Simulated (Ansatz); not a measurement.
CoSn (CoSn type, space group P6/mmm)

```yaml
crystal:
  lattice:
    - [5.29373, 0.00000, 0.00000]
    - [-2.64687, 4.58451, 0.00000]
    - [0.00000, 0.00000, 4.23470]
  atoms:
    - { symbol: Co, position: [0.50000, 0.00000, 0.00000] }
    - { symbol: Co, position: [0.50000, 0.50000, 0.00000] }
    - { symbol: Co, position: [0.00000, 0.50000, 0.00000] }
    - { symbol: Sn, position: [0.00000, 0.00000, 0.00000] }
    - { symbol: Sn, position: [0.33333, 0.66667, 0.50000] }
    - { symbol: Sn, position: [0.66667, 0.33333, 0.50000] }
```

The slice is a (-1 1 0 0) plane (indices of the conventional cell) through the point (0.000, 0.500, 0.000) (fractional), spanned by u = [001] and v = [110] in vectors of this cell: u (4.23 Å) and v (5.29 Å, at 90° to u). It covers one period; positions are fractions (u, v).

Method: PBE (plane waves to 420 eV, PAW, scalar-relativistic; Ansatz, a first-principles code). k mesh 10×10×11. Inside the PAW spheres the values are not all-electron values, and peaks at nuclei hang on which shells count as valence. CoSn is run without spin polarisation. CoSn was relaxed with its symmetry unable to fall. The PAW data are Ansatz's earlier set.

Question: What is the ELF at the midpoint of the shortest Co–Co line in this plane (2.65 Å)?

Answer: 0.33.

Question: What is the valence density on the shortest Co–Co line in this plane (2.65 Å), at its midpoint?

Answer: 0.28 e/Å³.

Question: Predict the map of the valence electron density on the slice.

Answer: 
```
|%#+:         :+#|
|++-.         .-+|
|::.    ...    .:|
|      .:-:.     |
|      .---.     |
|      .:-:.     |
|::.    ...    .:|
|++-.         .-+|
|%#+:         :+#|
|@%+:         :+%|
|%#+:         :+#|
|++-.         .-+|
|::.    ...    .:|
|      .:-:.     |
|      .---.     |
|      .:-:.     |
|::.    ...    .:|
|++-.         .-+|
|%#+:         :+#|
|@%+:         :+%|
```
Scale: ten equal steps from -0.63 (start of ' ') to 1.73 (end of '@'), in the order ' .:-=+*#%@'. Values: log₁₀ of the valence density in e/Å³. The map has 16 points along u (one character each, u = 0 at the left) and 20 along v (v = 0 in the bottom row). The scale is logarithmic, as a density can span decades between atoms and voids.
